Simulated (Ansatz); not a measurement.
Calculated O-17 NMR of the central transition for Ba6LiNb2IrCl2O12

Cell: a computed structure from the Materials Project (it need not be an observed phase).

Space group P3m1 (No. 156); a = 5.9568, c = 15.5582 Å, γ = 120.00°.

```csv
site,Wyckoff,site symmetry,x,y,z
Ba1,1a,3m.,0.0000,0.0000,0.3633
Ba2,1a,3m.,0.0000,0.0000,0.7890
Ba3,1b,3m.,0.3333,0.6667,0.6356
Ba4,1b,3m.,0.3333,0.6667,0.8911
Ba5,1a,3m.,0.0000,0.0000,0.0665
Ba6,1b,3m.,0.3333,0.6667,0.2328
Li,1b,3m.,0.3333,0.6667,0.0632
Nb8,1c,3m.,0.6667,0.3333,0.8179
Nb9,1c,3m.,0.6667,0.3333,0.1835
Ir,1c,3m.,0.6667,0.3333,0.0009
Cl11,1b,3m.,0.3333,0.6667,0.4288
Cl12,1a,3m.,0.0000,0.0000,0.5808
O13,3d,.m.,0.8192,0.6384,0.9131
O14,3d,.m.,0.9950,0.4975,0.7579
O15,3d,.m.,0.8279,0.6557,0.2453
O18,3d,.m.,0.5086,0.0172,0.0883
```

One atom of each set is listed.

The numbers come from a DFT calculation in Ansatz (PBE, plane waves and PAW, scalar-relativistic, 420 eV cutoff, Γ-centred 5×5×2 k-points, Fermi–Dirac smearing 0.02 eV).

O-17 has I = 5/2 and Q = -25.58 mb (Pyykkö 2018); at 21.1 T its Larmor frequency is ν₀ = 121.8 MHz. Only the quadrupole interaction is simulated: positions count from each site's isotropic chemical shift, and J coupling is left out, as are shift anisotropy and dipolar coupling, which fast spinning averages.

Task: What does the O-17 spectrum (fast magic-angle spinning) show for each site?

Result: 

```json
{"site": "O13", "first shell": "1 Ir at 2.08 Å, 1 Nb at 2.16 Å, angle 84°; also 4 Ba at 2.68–3.03 Å", "C_Q (MHz)": "-4.91", "η": "0.24", "P_Q (MHz)": "4.95", "δ_QIS (ppm)": "-9.91", "breadth (kHz)": "2.74"}
{"site": "O14", "first shell": "1 Nb at 1.93 Å; also 4 Ba at 2.58–3.02 Å", "C_Q (MHz)": "1.27", "η": "0.78", "P_Q (MHz)": "1.39", "δ_QIS (ppm)": "-0.784", "breadth (kHz)": "0.217"}
{"site": "O15", "first shell": "1 Nb at 1.92 Å; also 4 Ba at 2.55–3.30 Å", "C_Q (MHz)": "1.37", "η": "0.87", "P_Q (MHz)": "1.53", "δ_QIS (ppm)": "-0.952", "breadth (kHz)": "0.260"}
{"site": "O18", "first shell": "1 Li at 1.85 Å, 1 Ir at 2.12 Å, 1 Nb at 2.20 Å; also 3 Ba at 2.88–3.00 Å", "C_Q (MHz)": "-4.94", "η": "0.37", "P_Q (MHz)": "5.05", "δ_QIS (ppm)": "-10.3", "breadth (kHz)": "2.90"}
```

δ_QIS = −(ν_Q²/30ν₀²)[I(I+1) − 3/4](1 + η²/3) × 10⁶ ppm with ν_Q = 3|C_Q|/[2I(2I−1)]; it falls as 1/B₀² in ppm, and the breadth as 1/B₀ in kHz.

The largest force is 0.4 eV/Å, so the atoms aren't at the calculated equilibrium and relaxing them would move these values. Without spin–orbit coupling the gradients at and beside Ir can be off by some per cent, at some sites by more.

Hardware: 1 thread of Arm Neoverse V1 (aarch64; 8 cores open to the job, memory cap 2.5 GiB, no GPU), a shared host with a load of 0.5 a core. Wall time 2.1 min, CPU time 2.1 min, peak memory 0.99 GiB.
